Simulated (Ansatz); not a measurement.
Values for one crystal, relaxed and computed with the program Ansatz at the r²SCAN level (PAW); other levels are named.

| Item | Result |
|---|---|
| Volume per atom | 16.55 Å³ |
| Electronic character | metallic (no gap) |
| Density of states at the Fermi level | 0.42 states/eV per atom (mean over ±0.08 eV) |
| Formation energy from the elements (no fitted shifts) | -0.98 eV/atom |

Q: Pick the material that matches.
A. Y3GaC, anti-perovskite
B. YSi2Ru2, I4/mmm (Y on 2a, Si on 4e, Ru on 4d)
C. LaGe2Ru2, I4/mmm (La on 2a, Ge on 4e, Ru on 4d)
D. TaSiPt, Pnma (Ta on 4c, Si on 4c, Pt on 4c)

A: B, YSi2Ru2, I4/mmm (Y on 2a, Si on 4e, Ru on 4d)

The workflow started from a Materials Project entry (that database holds measured and hypothetical structures alike); the Crystallography Open Database files this formula in space group No. 139, but the cells were not matched. Whether it is the stable phase at ambient conditions was not checked. The r²SCAN relaxation kept the symmetry of its start; its stability against distortions is not shown here. The run is not spin-polarised. The references are the lowest solids computed at this level, not always the standard phases. Spin–orbit coupling is left out wherever it is not named.

Potentials: the later of the program's two PAW sets.
